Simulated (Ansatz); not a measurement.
One crystal and one scan (frozen-phonon scan) at two levels, PBE (plane waves to 420 eV, PAW, scalar-relativistic; Ansatz, a quantum-chemistry and plane-wave program) and r2SCAN (plane waves to 500 eV, PAW, scalar-relativistic; Ansatz), each from its own relaxed cell and on its own mesh. The cell shown is that of PBE.

AgCl (rock salt)

```
AgCl
1.0
    0.00000     5.61150     5.61150
    2.80575     0.00000     2.80575
    2.80575     2.80575     0.00000
Cl Ag
2 2
Direct
  0.00000   0.00000   0.00000
  0.50000   0.00000   0.00000
  0.25000   0.50000   0.50000
  0.75000   0.50000   0.50000
```

A phonon eigenvector at L = (0.5, 0.0, 0.0) is frozen into this cell: atom i moves by Q times the vector below, so Q is the largest atomic displacement, in Å. The cell is held. (q is in reciprocal vectors of the primitive cell; the cell shown is doubled to hold the pattern.)

```
atom       x       y       z
----  ------  ------  ------
Ag3   -0.577   0.577   0.577
Ag4    0.577  -0.577  -0.577
```

Atoms not listed stay in place.

AgCl was relaxed with its symmetry unable to fall. Both scans cover Q from -0.180 to 0.180 Å.

ΔE (meV/cell), each from the undisplaced structure of its own level:

```
Q (Å)     PBE    r2SCAN
------  -----  --------
-0.180  111.2     125.3
-0.150   77.4      87.2
-0.120   49.7      55.9
-0.090   28.0      31.5
-0.060   12.4      14.0
-0.030    3.1  withheld
0.000     0.0       0.0
0.030     3.1  withheld
0.060    12.4      14.0
0.090    28.0      31.5
0.120    49.7      55.9
0.150    77.4      87.2
0.180   111.2     125.3
```

Question: Estimate the r2SCAN value at 0.030 from the PBE value there and the ratio of the two levels in the two nearest given rows on that side of the minimum.

Answer: At 0.060 and 0.090 the ratio r2SCAN/PBE averages 1.127, which gives 1.127 × 3.1 = 3.5 meV/cell. The calculation gives 3.5 meV/cell, +12.9 % against PBE.

(For displaced atoms, the force is minus the slope of the energy, and its curvature is a force constant, which sets phonon frequencies.)
